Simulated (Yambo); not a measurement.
CdBr₂: sweep of GW parameters

G0W0@PBEsol for CdBr$_{2}$ (space group P6_3mc, No. 186) in Yambo. Reference settings: 3×3×1 Γ-centred k mesh, bands 9 to 263 and a 7 Ry block in the screening, 263 bands in G with the Bruneval-Gonze terminator, plasmon pole fitted at 27.2 eV. The PBEsol gap Γ → Γ on this mesh is 2.68 eV; G0W0 gaps are taken between the same points.

| change from the reference | G0W0 gap Γ → Γ (eV) | shift of the valence edge (eV) | rough Yambo cost |
|---|---|---|---|
| reference settings | 4.37 | -1.02 | 1 |
| 101 bands in W, 101 bands in G | 4.48 | -0.78 | about 1/2 |
| 171 bands in W, 171 bands in G | 4.39 | -0.93 | within a factor of two |
| 171 bands in G | 4.37 | -1.00 | – |
| 124 bands in W | 4.44 | -0.89 | within a factor of two |
| no random integration | 4.31 | -0.81 | – |
| 171 bands in G, no terminator | 4.31 | -0.76 | – |

The reference isn't shown to be the converged limit. Costs are rough (shared machines), scaled to the same edge states, and given only for runs that recompute the screening.

Spin-orbit splittings are left out.

Geometry relaxed with PBE+D3(BJ); primitive cell a = b = 3.997 Å, c = 12.575 Å, α = β = 90.00°, γ = 120.00°.

A shift is the quasiparticle energy of the state minus its PBEsol energy.
